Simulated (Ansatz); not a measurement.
Al$_{4}$W, in the lowest among the structures calculated here: Cm (No. 8), mS30; a = 5.243 Å, b = 17.686 Å, c = 5.202 Å, α = 90.00°, β = 99.94°, γ = 90.00°. Method: PBEsol (plane waves to 420 eV, PAW, scalar-relativistic; Ansatz, a program for electronic structure). Element references, the lowest calculated here: W (Im-3m), Al (Fm-3m).

Problem. Give the formation energy of this Cm form of Al4W from the elements at the level PBEsol.

Solution. -0.14 eV/atom.

Problem. Is it stable against the other phases calculated?

Solution. Too close to call: Al4W → 0.8 Al5W + 0.2 W (Al5W P6₃22, W Im-3m) changes the energy by less than 0.02 eV/atom.

This is the hull of the energies calculated here, no anion corrections; phases that were not calculated are missing from it. Values are rounded to 0.01 eV/atom. Spin-orbit coupling is missing from these energies, which matters for elements this heavy. The compounds carry no spin polarisation.
